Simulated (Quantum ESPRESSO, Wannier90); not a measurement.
**Wannier functions of Sr$_{2}$MgH$_{6}$ (P-3m1)**

Cell from Materials Project (mp-644225), symmetrised, no further relaxation. Not found in the COD (Crystallography Open Database) copy used; not checked further. Method: PBEsol plane waves in Quantum ESPRESSO 7.5 (PseudoDojo norm-conserving files, 68 Ry, spinors with spin-orbit coupling), Bloch states on a 4×4×6 mesh through Γ, Wannier90 4.0.1. Density: 12×12×8 mesh, cold smearing 0.01 Ry.

```
begin unit_cell_cart
ang
    5.4754399407    0.0000000000    0.0000000000
   -2.7377199704    4.7418700856    0.0000000000
    0.0000000000    0.0000000000    4.1884700000
end unit_cell_cart
mp_grid = 4 4 6
```

Q: Which shells of neighbouring k-points and which b-vectors and weights does Wannier90 pick for this cell and mesh?

A: 
```
 *---------------------------------- K-MESH ----------------------------------*
 +----------------------------------------------------------------------------+
 |                    Distance to Nearest-Neighbour Shells                    |
 |                    ------------------------------------                    |
 |          Shell             Distance (Ang^-1)          Multiplicity         |
 |          -----             -----------------          ------------         |
 |             1                   0.250019                      2            |
 |             2                   0.331261                      6            |
 |             3                   0.415022                     12            |
 |             4                   0.500038                      2            |
 |             5                   0.573761                      6            |
 |             6                   0.599810                     12            |
 |             7                   0.625868                     12            |
 |             8                   0.662522                      6            |
       ... (lines left out)
 +----------------------------------------------------------------------------+
 | The b-vectors are chosen automatically                                     |
 | The following shells are used:                       1,  2                 |
 +----------------------------------------------------------------------------+
 |                        Shell   # Nearest-Neighbours                        |
 |                        -----   --------------------                        |
 |                          1               2                                 |
 |                          2               6                                 |
 +----------------------------------------------------------------------------+
 | Completeness relation is fully satisfied [Eq. (B1), PRB 56, 12847 (1997)]  |
 +----------------------------------------------------------------------------+
 |                  b_k Vectors (Ang^-1) and Weights (Ang^2)                  |
 |                  ----------------------------------------                  |
 |            No.         b_k(x)      b_k(y)      b_k(z)        w_b           |
 |            ---        --------------------------------     --------        |
 |             1         0.000000    0.000000    0.250019     7.998777        |
 |             2         0.000000    0.000000   -0.250019     7.998777        |
 |             3         0.000000    0.331261    0.000000     3.037654        |
 |             4         0.286880    0.165630    0.000000     3.037654        |
 |             5         0.000000   -0.331261    0.000000     3.037654        |
 |             6         0.286880   -0.165630    0.000000     3.037654        |
 |             7        -0.286880   -0.165630    0.000000     3.037654        |
 |             8        -0.286880    0.165630    0.000000     3.037654        |
```
